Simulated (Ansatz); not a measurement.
An Ansatz run on AlGa2P3 as one 6-atom ordering (P3m1) on the zincblende lattice left the output below. The cell was relaxed beforehand with r2SCAN.

Structure:
```
CELL_PARAMETERS angstrom
3.86138 0.00000 0.00000
-1.93069 3.34405 0.00000
0.00000 0.00000 9.45881
ATOMIC_POSITIONS crystal
Al 0.00000 0.00000 0.99970
Ga 0.66667 0.33333 0.66630
Ga 0.33333 0.66667 0.33386
P 0.66667 0.33333 0.91662
P 0.33333 0.66667 0.58328
P 0.00000 0.00000 0.25024
```

Main lines of the log:
```
scf.n_extra_bands = 10 over 44 filled bands (N_el = 44.0): the run solves 54 bands
Pseudopotential: Al, paw_fr, valence charge 3, recommended cutoff 420 eV (normal)
Pseudopotential: Ga, paw_fr, valence charge 13, recommended cutoff 420 eV (normal)
Pseudopotential: P, paw_fr, valence charge 5, recommended cutoff 420 eV (normal)
Functional definition: PBE
Crystal: 6 atoms, lattice volume = 122.138 Å³
Basis set: ecut = 420 eV, 2431 PW (Γ)
Symmetry: 6 space group operations + 6 with time reversal
Magnetic group: BNS 156.50 (UNI 1280)
k-points: 69 of 576 (time reversal used)
preconditioner: auto → Resta (q_TF=auto, 2.301 Å⁻¹)  ε∞=4.1  [insulator: Δε(μ)=1.944 eV  ℏωp=22.3 eV]
SCF 1 converged in 9 iterations: F = -10373.706765 eV  dr2 = 1.29e-8
NSCF: frozen V_eff on 7 k-points
SCF converged after 9 iterations
Magnetization: |M| = 0.0000 μB,  M = (+0.0000, +0.0000, +0.0000) μB
Free energy (F): -10373.706765 eV
Fermi energy:    6.400557 eV
--- Per-component energies (eV) ---
  E_band       = -123.995748
  E_kinetic    = 466.204813
  E_local      = -5228.881190
  E_nonlocal   = 962.672126
  E_hartree    = 2426.924909
  E_xc         = -362.965551
  E_vxc        = -327.942299
  E_paw        = -6154.345510
  E_vpaw       = -849.899701
  E_ewald      = -2483.316150
--- Forces (eV/Å), atoms counted from 1 ---
  atom   1  Al      0.00000      0.00000      0.01868
  atom   2  Ga      0.00000      0.00000    -0.00084
  atom   3  Ga      0.00000      0.00000    -0.01678
  atom   4  P       0.00000      0.00000      0.05439
  atom   5  P       0.00000      0.00000      0.00741
  atom   6  P       0.00000      0.00000    -0.06286
--- Stress (GPa, compression-positive) ---
        2.100025       0.000000       0.000000
        0.000000       2.100025       0.000000
        0.000000       0.000000       2.084095
  P = ⅓ Tr σ = 2.0947 GPa (20.947 kbar)
--- Band table (eV; the first three rows and the last of 69) ---
  k-point 0: bands = […, 5.6569, 5.6569, 6.3115, 6.3115, 6.3844, 6.3844, 6.4006, 6.4006, 8.2972, 8.2972, 8.3948, 8.3948, 9.2313, 9.2313, …]
  k-point 1: bands = […, 5.7365, 5.7365, 5.7925, 5.7946, 6.2619, 6.2619, 6.3147, 6.3160, 8.3072, 8.3072, 8.6881, 8.6881, 9.4459, 9.4459, …]
  k-point 2: bands = […, 5.8961, 5.8961, 5.9501, 5.9501, 6.1249, 6.1249, 6.1818, 6.1818, 8.2790, 8.2790, 8.9052, 8.9052, 9.5232, 9.5232, …]
  k-point 68: bands = […, 2.9221, 2.9426, 4.0215, 4.0337, 4.0492, 4.0527, 4.0998, 4.1021, 10.0478, 10.0526, 10.3842, 10.3856, 10.5288, 10.5321, …]
```

bands.tsv, columns around the gap (it counts bands from 0):
```tsv
# k_distance	band_34	band_35	band_36	band_37	band_38	band_39	band_40	band_41	band_42	band_43	band_44	band_45	band_46	band_47	band_48	band_49	band_50	band_51
# fermi_ev = 6.400557
# [0, 0, 0] at k_distance = 0.000000
# [0.5, 0, 0] at k_distance = 0.939457
# [0.3333333333, 0.3333333333, 0] at k_distance = 1.481853
# [0, 0, 0.5] at k_distance = 2.616350
# [0.5, 0, 0.5] at k_distance = 3.555807
# [0.3333333333, 0.3333333333, 0.5] at k_distance = 4.098203
# [0, 0.5, 0] at k_distance = 4.734211
# levels_relative_to = fermi_ev
0.000	-0.805	-0.805	-0.744	-0.744	-0.089	-0.089	-0.016	-0.016	0.000	0.000	1.897	1.897	1.994	1.994	2.831	2.831	3.973	3.973
0.939	-2.522	-2.522	-2.482	-2.482	-2.322	-2.322	-1.558	-1.558	-1.477	-1.477	1.571	1.571	1.950	1.950	2.820	2.820	3.005	3.005
1.482	-3.891	-3.877	-3.877	-3.864	-1.853	-1.849	-1.815	-1.814	-1.802	-1.797	2.395	2.400	2.446	2.460	2.862	2.868	5.800	5.814
2.616	-1.033	-1.033	-0.504	-0.504	-0.450	-0.450	-0.276	-0.276	-0.219	-0.219	1.878	1.878	2.505	2.505	3.123	3.123	4.439	4.439
3.556	-3.107	-3.107	-2.281	-2.281	-2.186	-2.186	-1.069	-1.069	-1.010	-1.010	1.852	1.852	2.075	2.075	2.221	2.221	3.608	3.608
4.098	-3.541	-3.527	-3.478	-3.458	-2.379	-2.367	-2.351	-2.348	-2.301	-2.298	3.647	3.652	3.984	3.985	4.128	4.132	4.391	4.421
4.734	-2.522	-2.522	-2.482	-2.482	-2.322	-2.322	-1.558	-1.558	-1.477	-1.477	1.571	1.571	1.950	1.950	2.820	2.820	3.005	3.005
```
In order the rows are Γ, M, K, A, L, H, M.

Q: Reconstruct the input.

A:
```yaml
crystal:
  # lattice and atoms as above
kpoints:
  mp_grid: { grid: [12, 12, 4] }
  band_path:
    path:
      - [0.0, 0.0, 0.0]
      - [0.5, 0.0, 0.0]
      - [0.3333333333, 0.3333333333, 0.0]
      - [0.0, 0.0, 0.5]
      - [0.5, 0.0, 0.5]
      - [0.3333333333, 0.3333333333, 0.5]
      - [0.0, 0.5, 0.0]
    npoints: 1
hamiltonian:
  xc: pbe
scf:
  occupations: { method: fixed }
  n_extra_bands: 10
magnetization:
  noncollinear: true
  spin_orbit: true
output:
  forces: true
  stress: true
  eigenvalues: true
```
Each band holds one electron and the count is doubled, so the run is non-collinear with spin-orbit coupling. A single point prints forces and stress when the output block asks for them. Keys that aren't typed take their defaults; thresholds and the kind of smearing can't be read off these lines.

Command: `ansatz run input.yaml --threads 4 --pin off --max-ram 6451MiB --backend cpu --events-out ev --progress --plain --runs-dir out`. Wall time 27 s on 4 threads of INTEL(R) XEON(R) PLATINUM 8581C CPU @ 2.10GHz (Emerald Rapids), on a shared host; peak host memory 1.4 GiB.

No magnetic order and no zero-point or thermal motion; the cell was built from a prototype and may be hypothetical.
